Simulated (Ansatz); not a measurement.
## What settings do to one calculation: (001) superlattice of 6 and 2 atomic planes of zincblende GaAs and AlAs, in-plane a of AlAs, 8 atoms

Ansatz (PAW, plane waves), atoms fixed. The base input:

```yaml
crystal:
  lattice:
    - [2.837049, 2.837049, 0.000000]
    - [-2.837049, 2.837049, 0.000000]
    - [0.000000, 0.000000, 11.311188]
  atoms:
    - { symbol: Ga, position: [0.994269, 0.981932, 0.016313] }
    - { symbol: Ga, position: [0.959280, 0.008485, 0.499048] }
    - { symbol: Ga, position: [0.505531, 0.511280, 0.259709] }
    - { symbol: As, position: [0.499926, 0.999869, 0.128296] }
    - { symbol: As, position: [0.507573, 0.004735, 0.623298] }
    - { symbol: As, position: [0.960338, 0.526801, 0.367757] }
    - { symbol: As, position: [0.001559, 0.467718, 0.869016] }
    - { symbol: Al, position: [0.503298, 0.468989, 0.759143] }
kpoints:
  mp_grid: { grid: [4, 4, 1] }
hamiltonian:
  xc: pbesol
scf:
  occupations: { method: fermi_dirac, width: 0.01 }
output:
  forces: true
  eigenvalues: true
  stress: true
  populations: true
```

Command:

```sh
ansatz run in.yaml --threads 8 --pin off --max-ram 13300MiB --runs-dir r --events-out ev --progress --plain
```

It converged in 8 iterations and 3.2 s of wall time on 8 threads of an EPYC 7R13 processor, on a host shared with other runs; peak host memory 0.76 GiB; largest force component 2.22 eV/Å, pressure 1.54 GPa. The cutoff was the default, 420 eV. The base isn't a converged reference: it has few k points, and its atoms are unrelaxed. Each run below changes the keys shown and caps the iterations.

```
run                                                    changed         ending  iterations  free energy less the base (meV per atom)  rms change of forces (eV/Å)  change of pressure (GPa)  wall time (s, shared host)
  1                 occupations methfessel_paxton, max_iter 90      converged           8                                       0.0                        0.000                      0.00                     2.4 CPU
  2                  width 0.2 eV, max_iter 2, mixing beta 0.4  not converged           –                                         –                            –                         –                           –
  3                                                 max_iter 9      converged           8                                       0.0                        0.000                      0.00                     2.6 CPU
  4  ecutwfc 400 eV, xc_grid 1 (2 is the default), max_iter 60      converged           8                                       0.4                        0.000                      0.00                     2.9 CPU
  5                               ecutrho_ratio 3, max_iter 50      converged           8                                      -0.1                        0.000                      0.00                     2.4 CPU
  6                accuracy high, ecutrho_ratio 1, max_iter 60      converged          11                                    -791.5                        0.340                     19.47                     2.3 CPU
  7                                               max_iter 100      converged           8                                       0.0                        0.000                      0.00                     2.3 CPU
  8                  accuracy low, ecutwfc 550 eV, max_iter 90      converged           8                                      -0.9                        0.000                      0.00                     2.9 CPU
```

Which changes leave the result alone, and which of the same physical model moves the forces most?

The forces move by under 0.002 eV/Å in runs 1, 3, 4, 5, 7, 8. Run 6 (accuracy high, ecutrho_ratio 1, max_iter 60) moves them most among the runs with the same functional, charge and dispersion term, by 0.340 eV/Å.

Why did some runs give no result?

- run 2: did not converge after 2 iterations: dr2 = 4.31e-3 (threshold 1.00e-7), under the density mixer `msr1`, which `scf.mixing.algorithm: auto` chose by the deck's other keys (type `scf.mixing.algorithm: msr1` to keep it);
